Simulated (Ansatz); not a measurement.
Several occupations of a zinc blende lattice at one composition, 2 Al, 2 In, 2 B, 2 Ga; 8 As. Sites, in fractions of the cell -5.456 5.456 0.000; -5.456 0.000 5.456; 0.000 5.456 5.456 Å:

| cell | sites |
| --- | --- |
| all | As (0.38 0.38 0.38), As (0.38 0.38 0.88), As (0.38 0.88 0.38), As (0.38 0.88 0.88), As (0.88 0.38 0.38), As (0.88 0.38 0.88), As (0.88 0.88 0.38), As (0.88 0.88 0.88), Ga (0.00 0.50 0.50), In (0.00 0.00 0.00) |
| 1 | Al (0.00 0.00 0.50), Al (0.50 0.50 0.50), B (0.00 0.50 0.00), B (0.50 0.50 0.00), Ga (0.50 0.00 0.50), In (0.50 0.00 0.00) |
| 2 | Al (0.00 0.50 0.00), Al (0.50 0.00 0.50), B (0.00 0.00 0.50), B (0.50 0.00 0.00), Ga (0.50 0.50 0.00), In (0.50 0.50 0.50) |
| 3 | Al (0.00 0.50 0.00), Al (0.50 0.00 0.00), B (0.00 0.00 0.50), B (0.50 0.00 0.50), Ga (0.50 0.50 0.50), In (0.50 0.50 0.00) |

Each was relaxed without symmetry on coarser meshes and computed once more. Level of theory: DFT PBEsol, scalar-relativistic, plane waves, PAW (Ansatz).

Settings: cutoff 420 eV, Γ-centred mesh 5×5×5 on the computed 16-atom cell, Gaussian smearing of 0.10 eV; no spin polarisation.

Warren–Cowley parameters of the first shell of the sublattice with most elements (negative: unlike neighbours preferred):
```json
{"cell": "1", "Al-B": "0.00", "Al-Ga": "-0.33", "Al-In": "0.00", "B-Ga": "0.00", "B-In": "-0.33", "Ga-In": "0.00"}
{"cell": "2", "Al-B": "-0.33", "Al-Ga": "-0.33", "Al-In": "-0.33", "B-Ga": "0.33", "B-In": "-0.33", "Ga-In": "-0.33"}
{"cell": "3", "Al-B": "0.00", "Al-Ga": "0.00", "Al-In": "-0.33", "B-Ga": "-0.33", "B-In": "0.00", "Ga-In": "0.00"}
```

Forces of up to 0.07 eV/Å remain on the final mesh.

Task: Which occupation is lowest in energy, and by how much?

Result: Cells 2, 1 are lowest, within 8 meV/atom of each other and so too close to rank here.
| cell | E − E(lowest) (meV/atom) | V (Å³/atom) | gap on mesh (eV) |
| --- | --- | --- | --- |
| 2 | 0.0 | 21.48 | 0.13 |
| 1 | 1.3 | 21.51 | 0.10 |
| 3 | 9.6 | 21.57 | 0.10 |

An odd mesh misses points on the zone edge, so a gap read on it can be too wide.

Cost: 6 runs of about 14 core-minutes in all (earlier runs that led there not counted), on Intel Xeon 6975P-C (Granite Rapids) (shared hosts).